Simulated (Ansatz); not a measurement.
Space group P6_3/mmc (No. 194). a = 2.512 Å, b = 2.512 Å, c = 12.392 Å, α = 90.00°, β = 90.00°, γ = 120.00°
| atom | site | symmetry | x | y | z |
| --- | --- | --- | --- | --- | --- |
| C | 4e | 3m. | 0.0000 | 0.0000 | 0.1868 |
| C | 4f | 3m. | 0.3333 | 0.6667 | 0.5208 |
| C | 4f | 3m. | 0.3333 | 0.6667 | 0.6451 |

Equation of state of this C structure (not necessarily the ground state), with shape and atoms relaxed at each volume where symmetry leaves them free. Theory: DFT r2SCAN, scalar-relativistic, plane waves, PAW (Ansatz).

Cutoff 500 eV; k points 12×12×2 on the computed 12-atom cell (Γ-centred); Gaussian smearing, width 0.02 eV; no spin polarisation.

```csv
V (Å³/atom),E − E(largest V) (meV/atom),P (GPa),gap on mesh (eV)
4.968,70.66,72.63,5.04
5.137,5.89,50.45,4.95
5.306,-37.03,31.21,4.86
5.476,-60.99,14.50,4.77
5.645,-68.46,-0.02,4.69
5.814,-61.61,-12.64,4.61
5.984,-42.31,-23.62,4.53
6.209,0.00,-36.04,4.43
```

Task: Fit a third-order Birch–Murnaghan equation to E(V).

Result: V0 = 5.64 Å³/atom, B0 = 451 GPa, B0' = 3.7.

The gaps are read on the mesh, which can miss the band edges, so they can be too wide.